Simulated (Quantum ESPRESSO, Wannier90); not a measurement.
Wannierisation of SrO (rock salt)

Structure: Materials Project mp-2472, symmetrised, not relaxed again. COD (Crystallography Open Database) has an entry of this formula and space group (matched by these alone). Level: PBEsol, no spin polarisation, no spin-orbit coupling; pw.x of Quantum ESPRESSO at 68 Ry with PseudoDojo potentials, 10×10×10 k-points, Wannier90. Density: 10×10×10 mesh, cold smearing 0.01 Ry.

Input w.win:

```
num_bands = 17
num_wann = 9
exclude_bands = 1-5
num_iter = 0
conv_tol = 1.0e-6
conv_window = 4
dis_num_iter = 1000
dis_conv_tol = 1.0e-6
dis_froz_max = 12.42
write_hr = true
write_u_matrices = true
begin projections
Sr: s;d
O: p
end projections
begin unit_cell_cart
ang
    0.0000000000    2.5837850000    2.5837850000
    2.5837850000    0.0000000000    2.5837850000
    2.5837850000    2.5837850000    0.0000000000
end unit_cell_cart
begin atoms_frac
Sr   0.5000000000  0.5000000000  0.5000000000
O    0.0000000000  0.0000000000  0.0000000000
end atoms_frac
mp_grid = 10 10 10
begin kpoints
0.0000000000 0.0000000000 0.0000000000
0.0000000000 0.0000000000 0.1000000000
0.0000000000 0.0000000000 0.2000000000
... (997 more lines: the 10x10x10 mesh through Gamma)
end kpoints
```

On the energy scale of pw.x, whose zero is arbitrary, the valence-band maximum lies at 7.69 eV. Lines of w_hr.dat (R1 R2 R3 m n Re Im, eV) for R = 0 and one of the shortest lattice vectors, rounded to 0.01 eV, lines under 0.02 eV left out; orbitals in order: Sr1 s, Sr1 dz2, Sr1 dxz, Sr1 dyz, Sr1 dx2-y2, Sr1 dxy, O2 pz, O2 px, O2 py.

```
    0    0    0    1    1    18.20     0.00
    0    0    0    7    1    -0.04     0.00
    0    0    0    8    1    -0.04     0.00
    0    0    0    9    1    -0.04     0.00
    0    0    0    2    2    17.47     0.00
    0    0    0    3    3    15.84     0.00
    0    0    0    9    3    -0.02     0.00
    0    0    0    4    4    15.84     0.00
    0    0    0    8    4    -0.02     0.00
    0    0    0    5    5    17.47     0.00
    0    0    0    6    6    15.84     0.00
    0    0    0    7    6    -0.02     0.00
    0    0    0    1    7    -0.04     0.00
    0    0    0    6    7    -0.02     0.00
    0    0    0    7    7     7.59     0.00
    0    0    0    1    8    -0.04     0.00
    0    0    0    4    8    -0.02     0.00
    0    0    0    8    8     7.59     0.00
    0    0    0    1    9    -0.04     0.00
    0    0    0    3    9    -0.02     0.00
    0    0    0    9    9     7.59     0.00
   -1    0    0    1    1    -0.60     0.00
   -1    0    0    2    1    -0.15     0.00
   -1    0    0    4    1    -0.58     0.00
   -1    0    0    5    1     0.26     0.00
   -1    0    0    8    1    -0.66     0.00
   -1    0    0    1    2    -0.15     0.00
   -1    0    0    2    2    -0.05     0.00
   -1    0    0    4    2    -0.14     0.00
   -1    0    0    5    2     0.05     0.00
   -1    0    0    8    2     0.74     0.00
   -1    0    0    3    3     0.29     0.00
   -1    0    0    6    3     0.16     0.00
   -1    0    0    7    3     0.64     0.00
   -1    0    0    1    4    -0.58     0.00
   -1    0    0    2    4    -0.14     0.00
   -1    0    0    4    4    -0.83     0.00
   -1    0    0    5    4     0.24     0.00
   -1    0    0    1    5     0.26     0.00
   -1    0    0    2    5     0.05     0.00
   -1    0    0    4    5     0.24     0.00
   -1    0    0    5    5    -0.11     0.00
   -1    0    0    8    5    -1.28     0.00
   -1    0    0    3    6     0.16     0.00
   -1    0    0    6    6     0.29     0.00
   -1    0    0    9    6     0.64     0.00
   -1    0    0    7    7     0.02     0.00
   -1    0    0    9    7     0.10     0.00
   -1    0    0    7    9     0.10     0.00
   -1    0    0    9    9     0.02     0.00
```
